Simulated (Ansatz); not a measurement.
CaTiO3:
```cif
data_Ca4O12Ti4
_chemical_formula_sum 'Ca4 Ti4 O12'
_space_group_name_H-M_alt 'P 1'
_space_group_IT_number 1
_cell_length_a 5.43714
_cell_length_b 7.59220
_cell_length_c 5.33596
_cell_angle_alpha 90.000
_cell_angle_beta 90.000
_cell_angle_gamma 90.000
loop_
_space_group_symop_operation_xyz
  'x, y, z'
loop_
_atom_site_label
_atom_site_type_symbol
_atom_site_fract_x
_atom_site_fract_y
_atom_site_fract_z
_atom_site_occupancy
Ca1 Ca 0.54408 0.75000 0.50944 1
Ca2 Ca 0.45592 0.25000 0.49056 1
Ca3 Ca 0.95592 0.25000 0.00944 1
Ca4 Ca 0.04408 0.75000 0.99056 1
Ti1 Ti 0.50000 0.50000 0.00000 1
Ti2 Ti 0.00000 0.50000 0.50000 1
Ti3 Ti 0.00000 0.00000 0.50000 1
Ti4 Ti 0.50000 0.00000 0.00000 1
O1 O 0.48000 0.75000 0.07906 1
O2 O 0.52000 0.25000 0.92094 1
O3 O 0.02000 0.25000 0.57906 1
O4 O 0.98000 0.75000 0.42094 1
O5 O 0.79069 0.95843 0.79129 1
O6 O 0.20931 0.04157 0.20871 1
O7 O 0.70931 0.04157 0.29129 1
O8 O 0.29069 0.95843 0.70871 1
O9 O 0.29069 0.54157 0.70871 1
O10 O 0.70931 0.45843 0.29129 1
O11 O 0.20931 0.45843 0.20871 1
O12 O 0.79069 0.54157 0.79129 1
```

Relaxed with PBEsol. PBEsol in the plane-wave PAW code Ansatz gives a gap of 2.43 eV.

Q: What gap does HSE06 give on the same cell (Ansatz, PAW)?

A: 3.95 eV, 1.52 eV more. The hybrid was solved on a coarser mesh and at special points; the gap given is the minimum over both.

```
k  v1 PBEsol  c1 PBEsol  v1 HSE06  c1 HSE06
-  ---------  ---------  --------  --------
Γ       0.00       2.43      0.00      3.95
X      -0.21       3.30         ?         ?
Z      -0.28       3.37         ?         ?
U      -0.07       2.53         ?         ?
Y      -0.15       2.55         ?         ?
S      -0.31       3.73     -0.35      5.38
T      -0.25       3.67     -0.26      5.32
R      -0.34       3.38     -0.37      4.96
```

Q: Top valence (v1) and lowest conduction level (c1) in eV from each method's valence maximum (which need not be a listed point): supply the withheld HSE06 values.

A: 
- Z, v1 HSE06: -0.30
- Z, c1 HSE06: 4.97
- X, v1 HSE06: -0.24
- X, c1 HSE06: 4.89
- U, v1 HSE06: -0.08
- U, c1 HSE06: 4.09
- Y, v1 HSE06: -0.16
- Y, c1 HSE06: 4.11

Cost on shared cores: the PBEsol run (SCF on a 5×4×5 mesh, then bands and DOS) roughly 7 core-minutes, the HSE06 run (SCF on 3×2×3, then a few points) around 8 core-minutes (rough); the tasks are unlike.

Space group Pnma. The workflow started from a Materials Project entry (that database holds measured and hypothetical structures alike); the Crystallography Open Database files this formula in space group No. 62, but the cells were not matched. Whether it is the stable phase at ambient conditions was not checked. The PBEsol relaxation kept the symmetry of its start; its stability against distortions is not shown here. The run is not spin-polarised.

Potentials: the later of the program's two PAW sets.
